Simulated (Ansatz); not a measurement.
Given:

Starting cell, Ca (fcc, Cu type):

```xyz
2
Lattice="0.0000 5.5686 5.5686 2.7843 2.7843 5.5686 2.7843 2.7843 0.0000" Properties=species:S:1:pos:R:3 pbc="T T T"
Ca     0.0000     0.0000     0.0000
Ca     2.7843     5.5686     8.3528
```

A phonon eigenvector at X = (0.5, 0.5, 0.0) is frozen into this cell: atom i moves by Q times the vector below, so Q is the largest atomic displacement, in Å. The cell is held. It is one choice among 2 degenerate patterns. (q is in reciprocal vectors of the primitive cell; the cell shown is doubled to hold the pattern.)

| atom | x | y | z |
|---|---|---|---|
| Ca1 | 0.000 | 1.000 | 0.000 |
| Ca2 | 0.000 | -1.000 | 0.000 |

All values below come from r2SCAN (plane waves to 500 eV, PAW, scalar-relativistic; Ansatz, a first-principles code). k mesh 14×14×14 (Γ-centred), Fermi-Dirac smearing 0.05 eV. The energy includes the smearing's −TS. With partly filled bands, energies and forces of such displacements shift with the k mesh and the smearing. Ca was relaxed with its symmetry unable to fall. The PAW data are Ansatz's earlier set. ΔE is measured from the undisplaced structure.

The scan covers Q from -0.100 to 0.100 Å in 13 points.

Problem. Is this a single well or a double well?

Solution. A single well with its minimum at or next to zero displacement.

Problem. Which space group does the distorted structure have?

Solution. Cmcm (No. 63), lowered from Fm-3m.

Problem. What is the energy change at Q = 0.100 Å?

Solution. 25.4 meV/cell.

Problem. What harmonic wavenumber does the curvature at Q = 0 give?

Solution. 131 cm⁻¹.

(A displaced cell: forces are minus the slopes of the energy, force constants its curvatures, and phonons follow from these.)
